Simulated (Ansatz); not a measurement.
**Question.** ZnS (NiAs type, space group No. 194) is relaxed with r²SCAN (plane waves, PAW; program Ansatz). What lattice parameters of the conventional cell result?

**Answer.** a = 3.590 Å, c = 5.880 Å.

**Question.** Is it a metal or does it have a gap at this level?

**Answer.** A gap of 0.82 eV, indirect.

Space group P6_3/mmc (NiAs type). The start of the workflow was typed in or built on a structure type; neither database checked (COD, Materials Project) lists it. It is not the phase usual at ambient conditions (space group No. 186, 216). The r²SCAN relaxation kept the symmetry of its start; its stability against distortions is not shown here.

Potentials: the earlier of the program's two PAW sets.
